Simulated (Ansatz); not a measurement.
CrO2, one structure, two calculations

Cell: an entry of the Crystallography Open Database (COD), atoms as given.

Space group P4_2/mnm (No. 136); a = 4.4210, c = 2.9170 Å.

```csv
site,Wyckoff,site symmetry,x,y,z
Cr,2a,m.mm,0.0000,0.0000,0.0000
O,4f,m.2m,0.3010,0.3010,0.0000
```

One atom of each set is listed.

First run. Level of theory: DFT, PBE, plane waves and PAW, scalar-relativistic, collinear spin, 420 eV cutoff, Γ-centred 5×5×7 k-points, Fermi–Dirac smearing 0.02 eV (Ansatz 0.2.0). Start moments as typed (μB): 2 on each Cr, none on the rest.

```csv
site,V_zz (10²¹ V/m²),η,m (μB)
Cr,-4.40,0.07,1.72
O,2.79,0.90,-0.06
```

Second run. The same atoms and settings, except that the mesh is 8×8×11 and the Fermi–Dirac smearing is 0.05 eV.

(1) What does the second run give?

Answers

(1) 

```csv
site,V_zz,η,change of V_zz,m (μB)
Cr,-4.32,0.05,+0.08,1.72
O,2.80,0.92,+0.01,-0.06
```

The largest change of V_zz is on Cr, from -4.40 to -4.32. In per cent, |V_zz| changes by -2 on Cr, 0 on O (all sites that start above 2).

The largest force is 0.3 eV/Å, so the atoms aren't at the calculated equilibrium and relaxing them would move these values. Semilocal functionals can leave a metal where correlation in the d or f shell opens a gap in the real compound, and that would change the values at and beside Cr. The magnetic order is the one that the run reached from its start moments, not necessarily the measured one.
